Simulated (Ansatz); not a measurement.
## La3Ni6B6C2: what a change of scf.occupations, scf.max_iter does

All numbers are calculated (PBEsol, no spin polarisation, no spin-orbit coupling; Ansatz, PAW set soft_2, 420 eV, k-mesh 5×5×5), not measured. These are the settings of the reference run.

Cell:

```
cell
1.0
     3.7436    3.7436    0.0000
     1.8718    1.8718    4.8713
     7.4872   -3.7436    0.0000
B C La Ni
6 2 3 6
Direct
  0.6720 0.6554 0.0003
  0.9857 0.6946 0.3337
  0.3192 0.6946 0.6669
  0.3280 0.3436 0.0003
  0.6808 0.3044 0.3337
  0.0142 0.3044 0.6669
  0.8307 0.9995 0.3388
  0.1692 0.9995 0.6618
  0.0001 0.9995 0.0003
  0.3367 0.9995 0.3268
  0.6633 0.9995 0.6738
  0.0813 0.4995 0.8377
  0.4187 0.4995 0.1629
  0.7500 0.4995 0.5003
  0.9187 0.4995 0.1629
  0.2500 0.4995 0.5003
  0.5813 0.4995 0.8377
```

The reference run of this cell is solved again as a single point with these keys changed:

| key | reference run | changed run |
| --- | --- | --- |
| scf.occupations | {method: gaussian, width: 0.05} | {method: fermi_dirac, width: 2.0} |
| scf.max_iter | not typed | 100 |

Question: How far do the results move?

Answer: 

```
                                    quantity  reference run  changed run
energy, changed less reference (meV an atom)              0        -98.4
                        largest force (eV/Å)           0.01         1.87
                        gap on the mesh (eV)           0.00         0.00
```

The energy moves by 98 meV an atom (1.67 eV for the cell). It took 10 iterations from the trained starting density. The change was made on purpose as a fault (a smearing of electronvolts); the changed values aren't properties of La3Ni6B6C2.

Caveats: the reference run: a metal with Cr, Mn, Fe, Co or Ni was run without spin, and may be magnetic; a single point, atoms not relaxed again.
